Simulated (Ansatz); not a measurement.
Rb$_{2}$MgCl$_{4}$:
```yaml
crystal:
  lattice:
    - [-2.49690, 2.49690, 8.11096]
    - [2.49690, -2.49690, 8.11096]
    - [2.49690, 2.49690, -8.11096]
  atoms:
    - { symbol: Rb, position: [0.35716, 0.35716, 0.00000] }
    - { symbol: Rb, position: [0.64284, 0.64284, 0.00000] }
    - { symbol: Mg, position: [0.00000, 0.00000, 0.00000] }
    - { symbol: Cl, position: [0.15476, 0.15476, 0.00000] }
    - { symbol: Cl, position: [0.84524, 0.84524, 0.00000] }
    - { symbol: Cl, position: [0.50000, 0.00000, 0.50000] }
    - { symbol: Cl, position: [0.00000, 0.50000, 0.50000] }
```

Plane-wave PAW r²SCAN (Ansatz code) gives a gap of 5.65 eV without spin–orbit coupling, maximum at X, minimum at Γ.

Problem. What happens when spin–orbit coupling is switched on?

Solution. The gap decreases by 0.01 eV, to 5.64 eV; maximum at X, minimum at Γ.

Problem. Give the electron effective mass with spin–orbit coupling.

Solution. 0.40, 0.40, 0.43 mₑ (principal values).

Problem. Give the hole effective mass with spin–orbit coupling.

Solution. 1.7, 2.4, 4.6 mₑ (principal values).

Space group I4/mmm. The first step of the workflow began from a Materials Project structure, measured or hypothetical; the Crystallography Open Database copy checked does not list it. Whether it is the stable phase at ambient conditions was not checked. Symmetry was held in the r²SCAN relaxation; its stability against distortions is not shown here.

Potentials: the later of the program's two PAW sets.
